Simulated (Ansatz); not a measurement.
Cs$_{2}$AgBiBr$_{6}$ in space group Fm-3m (No. 225; Bi on 4a, Ag on 4b, Cs on 8c, Br on 24e), DFT-PBEsol in the program Ansatz with PAW potentials. The conduction-band minimum lies at L, with 4 equivalent valleys. Second derivatives d²E/dk² of the lowest band at one valley (eV·Å²), along Cartesian directions:

```
direction  d²E/dk²
---------  -------
[100]        27.65
[010]        27.65
[001]        27.65
[110]        24.49
[101]        30.77
[011]        30.77
```

Question: Find the principal effective masses, the density-of-states mass and the conductivity mass.

Answer: Off-diagonal terms follow from H_xy = H[110] − (H_xx + H_yy)/2, and m*/mₑ = 7.620 eV·Å² over each eigenvalue: 0.25, 0.25, 0.36. One valley's DOS mass (m₁m₂m₃)^(1/3) = 0.28, conductivity mass 3/(Σ 1/mᵢ) = 0.28 mₑ.

Question: What effective density of states Nc follows at 300 K for parabolic valleys?

Answer: Nc = 2.509e19 × 4 × (0.28)^(3/2) ≈ 1.5e19 cm⁻³.

Symmetry was held in the PBEsol relaxation; phonons show weakly imaginary modes. No spin polarisation was allowed. Scalar-relativistic: spin–orbit coupling is off unless named, which matters more the heavier the elements.

Potentials: the later of the program's two PAW sets.

Edges and masses are those of Kohn–Sham bands, whose gap is no quasiparticle gap.
